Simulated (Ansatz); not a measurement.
ZrB: input, output and frames of a trajectory

Level of theory: DFT PBEsol, scalar-relativistic, plane waves, PAW (Ansatz). Settings: plane waves to 420 eV, k-mesh 4×4×4 (shifted by 0.5, 0.5, 0.5 steps), Fermi–Dirac smearing 0.37 eV. The mesh is coarse. No spin polarisation.

16 atoms, starting at 1.12 times the perfect crystal's volume (space group Fm-3m); Langevin thermostat at 4300 K (friction 0.02 fs⁻¹), fixed cell; 59 steps of 1.5 fs. The run is short and not equilibrated.

The calculation finished and met its thresholds.

Time: 11 min on 4 threads of AMD EPYC 7R43 64-Core Processor (Zen 3) (shared host), peak memory 1.6 GiB.

Command:
```bash
ansatz run input.yaml --threads 4 --pin off --max-ram 9216MiB --backend cpu --events-out ev --progress --plain --runs-dir out
```

Input:
```yaml
crystal:
  lattice:
    - [-5.0493942667, 5.0493942667, 0.0]
    - [-5.0493942667, 0.0, 5.0493942667]
    - [0.0, 5.0493942667, 5.0493942667]
  atoms:
    - { symbol: Zr, position: [0.5085904845, 0.4821709172, -0.0147678269] }
    - { symbol: Zr, position: [0.0244556328, 0.5170559227, -0.0316467434] }
    - { symbol: Zr, position: [0.5097624159, -0.0111511753, -0.047682944] }
    - { symbol: Zr, position: [0.4915127577, 0.4920180892, 0.5116822273] }
    - { symbol: Zr, position: [-0.0021005668, -0.0267833463, 0.0107599574] }
    - { symbol: Zr, position: [0.0433133395, 0.4537005931, 0.4597448828] }
    - { symbol: Zr, position: [0.501502396, -0.0036604945, 0.4742744228] }
    - { symbol: Zr, position: [0.0242476393, -0.0284164213, 0.4579751179] }
    - { symbol: B, position: [0.7367992971, 0.7452232798, 0.6988319108] }
    - { symbol: B, position: [0.2756863556, 0.7223333789, 0.7166319002] }
    - { symbol: B, position: [0.7660120003, 0.2335485514, 0.7306067003] }
    - { symbol: B, position: [0.7635267553, 0.70976011, 0.2497882583] }
    - { symbol: B, position: [0.2405473136, 0.2206511357, 0.7565810013] }
    - { symbol: B, position: [0.2506451074, 0.7294095686, 0.203787607] }
    - { symbol: B, position: [0.759944838, 0.2514909995, 0.2508837255] }
    - { symbol: B, position: [0.2931126674, 0.2363011654, 0.1683222119] }
basis:
  ecutwfc: 420
kpoints:
  mp_grid: { grid: [4, 4, 4], shift: [0.5, 0.5, 0.5] }
hamiltonian:
  xc: pbesol
scf:
  occupations: { method: fermi_dirac, width: 0.3705 }
  lower_state_search: "off"
  convergence: { dr2_threshold: 1.0e-07 }
output:
  forces: true
  stress: true
md:
  timestep: 1.5
  n_steps: 59
  ensemble: nvt_langevin
  temperature: 4300.0
  initial_velocities: maxwell_boltzmann
  seed: 46929
  friction: 0.02
```

Output (its end):
```
...
SCF converged after 6 iterations
Free energy (F): -34246.989981 eV
Harris-Foulkes:  -34246.989981 eV  (|F-HF|=3.20e-8)
Internal energy: -34242.210629 eV  (E = F + TS)
E sigma→0 (E₀):  -34244.600305 eV
Entropy (-TS):   -4.779352 eV (-298.709 meV/atom)
Fermi energy:    11.493406 eV
--- Per-component energies (eV) ---
  E_band       = -821.541324
  E_kinetic    = 3029.109745
  E_local      = -5892.208776  (includes V_loc(G=0)·N_el)
  E_nonlocal   = 757.144875
  E_hartree    = 1887.860493
  E_xc         = -1531.074057
  E_vxc        = -1816.598903  (∫ρ·V_xc dr)
  E_paw        = -23804.892972  (= ΣΔE_a)
  E_vpaw       = -674.710296  (= ΣTr[D̂ρ^β])
  E_aug_tail   = 0.000165  (compensation charges beyond the density's cutoff)
  E_ewald      = -8689.593552
  E_core_change = 1.443451  (= ΣΔE_core)
  E_smearing   = -4.779352  (= −TS)
  E_closure    = 0.000000  (closes the sum)
  Σ components = -34246.989981   (vs F -34246.989981, Δ=0.00e0)
--- Forces (eV/Å), atoms counted from 1 ---
  atom   1  Zr     1.54866504    -0.88526603    -0.19419120
  atom   2  Zr     0.69506822    -0.66678830    -0.68698295
  atom   3  Zr    -1.38440276    -1.34185843     0.16230731
  atom   4  Zr     1.65810350    -1.85426084    -1.03136746
  atom   5  Zr    -0.29283161     0.40279165    -3.32262365
  atom   6  Zr     4.79781335     2.50736408     1.58548065
  atom   7  Zr     2.35434067     1.15108130     0.47334333
  atom   8  Zr    -1.86167197     2.63504441     0.07042240
  atom   9  B     -0.36251238    -0.03236493    -0.85623086
  atom  10  B     -0.31367570     0.16757538     1.52117456
  atom  11  B      0.59346754     2.49974156    -0.60712650
  atom  12  B      1.17564893    -0.89651348     0.47111030
  atom  13  B     -0.21570648     0.15296052     1.57783049
  atom  14  B     -5.06069399    -0.81178242    -0.16857620
  atom  15  B     -3.19005476    -1.67697393     0.90101866
  atom  16  B     -0.14146219    -1.35082164     0.10442299
  max |Σ_I F_I| component: 9.54e-5 eV/Å
--- Stress (GPa, compression-positive) ---
        0.287554      -2.611503      -0.004305
       -2.611503       4.703160      -2.947563
       -0.004305      -2.947563      -7.588401
  P = ⅓ Tr σ = -0.8659 GPa (-8.659 kbar)
--- MD trajectory: 59 steps, t = 0.0 → 88.5 fs ---
  final state: T = 4039.8 K   F+E_penalty+E_count = -34246.98998065 eV   E_kin = 8.354879 eV
```

Frames along the run (Å, eV/Å; dE is the potential energy from the first frame):

```xyz
16
Lattice="-5.049 5.049 0.000 -5.049 0.000 5.049 0.000 5.049 5.049" Properties=species:S:1:pos:R:3:forces:R:3 pbc="T T T" time_fs=0.00 dE_eV=0.0000 T_K=4031
Zr   -5.003    2.494    2.360   -0.968   -0.002   -0.789
Zr   -2.734   -0.036    2.451    2.279   -0.637   -0.971
Zr   -2.518    2.333   -0.297    0.310    1.222   -0.090
Zr   -4.966    5.066    5.068   -0.403   -0.355   -2.722
Zr    0.146    0.044   -0.081   -0.738   -1.687   -0.488
Zr   -2.510    2.540    4.612    0.512   -0.502    1.488
Zr   -2.514    4.927    2.376    0.207   -0.142   -0.508
Zr    0.021    2.435    2.169   -0.039    0.382    0.882
B    -7.483    7.249    7.292   -0.595    1.409    0.026
B    -5.039    5.011    7.266   -0.596   -0.366    1.872
B    -5.047    7.557    4.868    0.165    0.178   -0.348
B    -7.439    5.117    4.845   -0.448   -0.602    0.346
B    -2.329    5.035    4.934   -0.706   -0.657   -0.268
B    -4.949    2.295    4.712   -0.328    1.558    0.802
B    -5.107    5.104    2.537    0.332   -0.667   -0.527
B    -2.673    2.330    2.043    1.017    0.869    1.296
16
Lattice="-5.049 5.049 0.000 -5.049 0.000 5.049 0.000 5.049 5.049" Properties=species:S:1:pos:R:3:forces:R:3 pbc="T T T" time_fs=7.50 dE_eV=1.2555 T_K=4039
Zr   -4.984    2.559    2.417   -1.263   -0.075   -1.237
Zr   -2.740    0.036    2.386    1.898   -2.171   -0.581
Zr   -2.504    2.304   -0.279    0.323    2.624   -2.415
Zr   -5.023    5.006    5.107   -0.119    0.108   -2.177
Zr    0.119   -0.008   -0.042   -0.630   -0.531   -0.768
Zr   -2.538    2.450    4.512    1.517    0.109    2.005
Zr   -2.437    4.928    2.367   -0.736    0.609   -0.479
Zr    0.059    2.467    2.170    0.047    0.298    0.833
B    -7.502    7.411    7.212   -0.408    0.425    0.278
B    -5.138    5.176    7.415    0.291   -1.044    0.706
B    -4.965    7.473    4.970   -0.359    0.521   -0.652
B    -7.572    5.003    4.788    0.334   -0.180    0.591
B    -2.295    5.163    4.872   -0.829   -2.226   -0.136
B    -4.804    2.446    4.741   -1.284    0.348    0.990
B    -5.181    5.185    2.596    0.470   -0.838   -0.619
B    -2.681    2.200    1.820    0.746    2.022    3.661
16
Lattice="-5.049 5.049 0.000 -5.049 0.000 5.049 0.000 5.049 5.049" Properties=species:S:1:pos:R:3:forces:R:3 pbc="T T T" time_fs=15.00 dE_eV=3.6308 T_K=3862
Zr   -4.977    2.640    2.426   -1.228   -0.117   -0.687
Zr   -2.723    0.087    2.330    1.133   -2.921   -0.966
Zr   -2.486    2.287   -0.279    0.541    3.740   -3.878
Zr   -5.092    4.971    5.147    0.144    0.893   -2.049
Zr    0.095   -0.050    0.002   -0.852    0.010   -0.907
Zr   -2.568    2.340    4.389    1.931    0.777    2.361
Zr   -2.362    4.954    2.357   -2.757    0.440   -0.542
Zr    0.101    2.485    2.130   -0.369    0.159    1.349
B    -7.586    7.587    7.078    0.339   -0.198    0.515
B    -5.312    5.319    7.556    2.601   -1.077   -0.053
B    -4.781    7.417    5.112   -1.138    0.632   -0.849
B    -7.721    4.945    4.636    1.177   -0.073    1.342
B    -2.282    5.234    4.773   -0.751   -3.300    0.175
B    -4.747    2.638    4.852   -1.548   -0.779   -0.130
B    -5.269    5.219    2.647    0.536   -0.686   -0.679
B    -2.576    2.193    1.745    0.240    2.500    4.998
16
Lattice="-5.049 5.049 0.000 -5.049 0.000 5.049 0.000 5.049 5.049" Properties=species:S:1:pos:R:3:forces:R:3 pbc="T T T" time_fs=22.50 dE_eV=5.0321 T_K=4932
Zr   -4.942    2.729    2.425   -1.425    0.145   -0.056
Zr   -2.747    0.150    2.308    1.033   -2.587   -1.373
Zr   -2.455    2.274   -0.322    0.937    2.020   -2.010
Zr   -5.171    4.955    5.197    0.369    1.746   -2.241
Zr    0.046   -0.074    0.005   -0.083   -0.116   -0.713
Zr   -2.619    2.241    4.267    1.859    1.512    3.286
Zr   -2.284    4.965    2.355   -4.708   -0.293   -1.694
Zr    0.135    2.459    2.089   -0.890    0.400    2.493
B    -7.639    7.720    7.002    0.937   -0.376    0.440
B    -5.387    5.453    7.668    4.306   -0.415    0.087
B    -4.623    7.346    5.230   -1.534    0.642   -0.864
B    -7.642    4.798    4.603    0.339    0.451    1.076
B    -2.303    5.078    4.571   -0.597   -1.613    1.542
B    -4.781    2.782    4.989   -0.773   -2.056   -2.011
B    -5.266    5.284    2.662    0.285   -1.042   -0.670
B    -2.433    2.363    1.844   -0.054    1.582    2.709
16
Lattice="-5.049 5.049 0.000 -5.049 0.000 5.049 0.000 5.049 5.049" Properties=species:S:1:pos:R:3:forces:R:3 pbc="T T T" time_fs=30.00 dE_eV=6.2063 T_K=3399
Zr   -4.903    2.778    2.431   -1.535    1.498   -0.390
Zr   -2.777    0.190    2.282    1.302   -2.564   -1.267
Zr   -2.415    2.258   -0.385    1.277    0.787   -0.367
Zr   -5.252    4.949    5.235    1.094    2.090   -2.298
Zr    0.016   -0.084   -0.008    0.187   -0.558   -0.317
Zr   -2.648    2.174    4.142    1.457    1.744    5.726
Zr   -2.224    4.986    2.351   -2.497    0.235   -2.266
Zr    0.177    2.442    2.026   -1.052    0.022    3.061
B    -7.630    7.780    6.921    1.121   -0.274    0.481
B    -5.232    5.678    7.794    1.672   -1.697   -0.089
B    -4.517    7.339    5.249   -1.833    0.502   -0.668
B    -7.531    4.671    4.667   -0.655    0.971    0.155
B    -2.372    4.793    4.447   -0.409   -0.042    2.950
B    -4.900    2.819    4.971   -0.206   -2.475   -2.431
B    -5.256    5.279    2.660    0.202   -0.746   -0.716
B    -2.339    2.529    2.052   -0.126    0.506   -1.565
16
Lattice="-5.049 5.049 0.000 -5.049 0.000 5.049 0.000 5.049 5.049" Properties=species:S:1:pos:R:3:forces:R:3 pbc="T T T" time_fs=37.50 dE_eV=8.2943 T_K=3126
Zr   -4.896    2.796    2.444   -1.355    3.868   -2.274
Zr   -2.794    0.215    2.210    1.398   -2.401   -0.986
Zr   -2.377    2.249   -0.424    1.058    0.898   -0.088
Zr   -5.327    4.984    5.259    2.644    0.602   -2.140
Zr   -0.018   -0.065   -0.022    0.790   -1.123    0.365
Zr   -2.654    2.159    4.054    0.488    0.421    9.017
Zr   -2.182    5.001    2.374   -1.309    0.906   -1.884
Zr    0.237    2.428    1.973   -1.407   -0.050    1.949
B    -7.619    7.767    6.774    1.374    0.016    0.526
B    -5.084    5.885    7.964    0.147   -3.602   -0.044
B    -4.465    7.290    5.193   -2.013    0.587   -0.233
B    -7.385    4.669    4.668   -2.247    0.687   -0.527
B    -2.298    4.578    4.443   -0.620    0.515    2.910
B    -5.072    2.705    4.785    0.349   -1.439   -0.222
B    -5.221    5.256    2.626    0.187   -0.365   -0.634
B    -2.269    2.662    2.229    0.517    0.480   -5.735
16
Lattice="-5.049 5.049 0.000 -5.049 0.000 5.049 0.000 5.049 5.049" Properties=species:S:1:pos:R:3:forces:R:3 pbc="T T T" time_fs=45.00 dE_eV=9.3777 T_K=2998
Zr   -4.899    2.841    2.440   -0.805    3.216   -4.534
Zr   -2.808    0.236    2.131    1.371   -1.969   -0.811
Zr   -2.320    2.284   -0.464   -1.273    0.402    0.284
Zr   -5.385    5.027    5.269    4.738   -0.513   -1.388
Zr   -0.035   -0.069   -0.034    1.316   -2.293    1.882
Zr   -2.643    2.145    4.021    0.221    0.227    6.710
Zr   -2.153    4.981    2.405   -1.368    1.467   -1.579
Zr    0.279    2.406    1.928   -1.152   -0.054    0.838
B    -7.580    7.772    6.573    1.228    0.347    0.412
B    -5.051    5.925    8.167    0.023   -1.114   -1.012
B    -4.492    7.160    5.188   -0.924    1.152   -0.415
B    -7.247    4.640    4.652   -4.594    0.734   -1.492
B    -2.234    4.514    4.488   -1.092    0.307    2.631
B    -5.239    2.541    4.528    2.367   -1.297    2.242
B    -5.100    5.202    2.395    0.055    0.120    0.027
B    -2.082    2.766    2.160   -0.111   -0.731   -3.794
16
Lattice="-5.049 5.049 0.000 -5.049 0.000 5.049 0.000 5.049 5.049" Properties=species:S:1:pos:R:3:forces:R:3 pbc="T T T" time_fs=51.00 dE_eV=9.5506 T_K=3492
Zr   -4.905    2.877    2.434   -0.421    2.106   -4.729
Zr   -2.814    0.233    2.083    1.400   -1.425   -0.467
Zr   -2.289    2.319   -0.502   -3.937    0.009    0.608
Zr   -5.404    5.080    5.288    4.122   -0.972   -1.428
Zr   -0.040   -0.073   -0.052    1.670   -4.001    3.726
Zr   -2.651    2.119    4.031    0.723    0.625    3.686
Zr   -2.165    4.973    2.432   -1.659    1.354   -0.421
Zr    0.317    2.373    1.924   -1.035    0.030    0.662
B    -7.614    7.877    6.476    1.453    0.704   -0.194
B    -5.038    5.899    8.305   -0.048    1.752   -3.562
B    -4.522    7.200    5.154   -0.577    1.016   -0.545
B    -7.291    4.635    4.688   -3.880    1.144   -1.308
B    -2.229    4.465    4.640   -1.588   -0.059    1.613
B    -5.355    2.323    4.428    4.961   -1.253    2.108
B    -5.026    5.165    2.203    0.025    0.365    1.046
B    -1.920    2.845    1.931   -1.211   -1.395   -0.793
16
Lattice="-5.049 5.049 0.000 -5.049 0.000 5.049 0.000 5.049 5.049" Properties=species:S:1:pos:R:3:forces:R:3 pbc="T T T" time_fs=58.50 dE_eV=8.7574 T_K=4202
Zr   -4.898    2.896    2.404   -0.356    1.911   -4.030
Zr   -2.784    0.229    2.052    1.208   -0.427    0.304
Zr   -2.280    2.368   -0.539   -4.357   -0.060    0.381
Zr   -5.389    5.142    5.332    1.980   -1.041   -1.522
Zr   -0.035   -0.102   -0.054    1.999   -4.913    1.283
Zr   -2.656    2.061    4.044    0.882    1.073    2.715
Zr   -2.209    4.973    2.461   -1.658    0.415    0.201
Zr    0.364    2.331    1.943   -0.459    0.259    0.519
B    -7.573    8.129    6.362    0.770    0.620   -1.316
B    -5.041    5.940    8.268    0.522   -0.495   -4.069
B    -4.604    7.299    5.093   -0.463    0.571   -0.752
B    -7.481    4.670    4.678   -0.921    1.478   -0.443
B    -2.188    4.416    4.896   -2.510   -1.122    0.620
B    -5.379    1.979    4.329    4.290    1.415    2.032
B    -4.773    5.120    1.994    0.364    0.723    2.978
B    -1.812    2.887    1.644   -1.290   -0.407    1.099
16
Lattice="-5.049 5.049 0.000 -5.049 0.000 5.049 0.000 5.049 5.049" Properties=species:S:1:pos:R:3:forces:R:3 pbc="T T T" time_fs=66.00 dE_eV=8.8711 T_K=3829
Zr   -4.896    2.934    2.354   -0.586    2.286   -3.343
Zr   -2.722    0.214    2.018    0.447    1.476    1.925
Zr   -2.270    2.450   -0.567   -3.205   -0.546   -1.460
Zr   -5.365    5.184    5.333    0.940   -0.911   -1.145
Zr   -0.020   -0.138   -0.002    0.068   -5.273   -3.276
Zr   -2.655    2.018    4.073    0.743    1.615    2.050
Zr   -2.262    4.948    2.484   -0.288   -0.327    0.042
Zr    0.403    2.293    1.949    0.308    0.668    0.529
B    -7.463    8.308    6.223   -0.068   -2.392    0.705
B    -4.986    6.048    8.134    0.517   -3.493   -2.362
B    -4.709    7.349    4.971   -0.252    0.436   -0.655
B    -7.679    4.787    4.599    0.915    0.457    0.136
B    -2.263    4.343    5.109   -1.249    0.487   -3.146
B    -5.258    1.812    4.357    1.970    3.953    1.587
B    -4.479    5.121    1.854    0.714    0.740    4.878
B    -1.689    2.823    1.389   -0.975    0.825    3.535
16
Lattice="-5.049 5.049 0.000 -5.049 0.000 5.049 0.000 5.049 5.049" Properties=species:S:1:pos:R:3:forces:R:3 pbc="T T T" time_fs=73.50 dE_eV=9.1510 T_K=3224
Zr   -4.927    2.980    2.321   -0.654    1.145   -1.849
Zr   -2.662    0.227    1.993    0.292    2.505    2.710
Zr   -2.219    2.528   -0.603   -3.029   -0.839   -2.616
Zr   -5.384    5.219    5.324    0.937   -1.137   -0.845
Zr   -0.014   -0.222    0.063   -0.673   -2.976   -3.539
Zr   -2.667    2.020    4.084    0.860    2.127    1.546
Zr   -2.298    4.880    2.505    2.952   -0.497    0.834
Zr    0.449    2.283    1.921    0.406    0.974    0.550
B    -7.400    8.329    6.229    0.463   -4.105    2.194
B    -4.878    5.979    7.872   -0.377   -2.012    1.416
B    -4.822    7.325    4.885    0.168    1.004   -0.629
B    -7.802    4.896    4.532    1.554   -0.854    0.491
B    -2.382    4.334    5.189   -0.846    1.511   -5.622
B    -5.068    1.815    4.465    0.893    2.047   -1.601
B    -4.214    5.156    1.915   -2.465    0.438    2.298
B    -1.654    2.766    1.299   -0.482    0.668    4.661
16
Lattice="-5.049 5.049 0.000 -5.049 0.000 5.049 0.000 5.049 5.049" Properties=species:S:1:pos:R:3:forces:R:3 pbc="T T T" time_fs=81.00 dE_eV=8.7597 T_K=3219
Zr   -4.984    2.988    2.277    0.180   -0.457   -0.729
Zr   -2.601    0.258    1.984    0.542    1.072    0.716
Zr   -2.173    2.612   -0.617   -1.697   -0.825   -0.421
Zr   -5.414    5.215    5.332    1.313   -1.671   -0.844
Zr   -0.012   -0.296    0.108   -0.715   -0.948   -3.029
Zr   -2.664    2.042    4.096    2.733    2.454    1.001
Zr   -2.299    4.827    2.495    6.599   -0.686    1.989
Zr    0.531    2.299    1.882   -0.534    0.998    0.362
B    -7.328    8.210    6.440    0.351   -0.182   -1.318
B    -4.839    5.822    7.747   -0.337   -0.439    1.487
B    -4.932    7.249    4.826    0.503    2.001   -0.648
B    -7.867    4.955    4.529    1.654   -1.526    0.526
B    -2.494    4.371    4.996   -0.419   -0.877    0.047
B    -4.796    1.832    4.421   -2.359    0.717   -1.147
B    -4.054    5.167    2.010   -7.117    0.857   -0.019
B    -1.737    2.741    1.504   -0.699   -0.489    2.027
16
Lattice="-5.049 5.049 0.000 -5.049 0.000 5.049 0.000 5.049 5.049" Properties=species:S:1:pos:R:3:forces:R:3 pbc="T T T" time_fs=88.50 dE_eV=8.5619 T_K=4040
Zr   -5.004    2.973    2.228    1.549   -0.885   -0.194
Zr   -2.547    0.278    1.980    0.695   -0.667   -0.687
Zr   -2.116    2.696   -0.580   -1.384   -1.342    0.162
Zr   -5.405    5.226    5.347    1.658   -1.854   -1.031
Zr   -0.023   -0.381    0.127   -0.293    0.403   -3.323
Zr   -2.638    2.062    4.096    4.798    2.507    1.585
Zr   -2.248    4.787    2.490    2.354    1.151    0.473
Zr    0.602    2.317    1.860   -1.862    2.635    0.070
B    -7.221    8.045    6.701   -0.363   -0.032   -0.856
B    -4.817    5.707    7.672   -0.314    0.168    1.521
B    -5.035    7.198    4.659    0.593    2.500   -0.607
B    -7.822    4.924    4.553    1.176   -0.897    0.471
B    -2.595    4.416    4.782   -0.216    0.153    1.578
B    -4.641    1.812    4.228   -5.061   -0.812   -0.169
B    -4.197    5.306    2.082   -3.190   -1.677    0.901
B    -1.928    2.701    1.751   -0.141   -1.351    0.104
```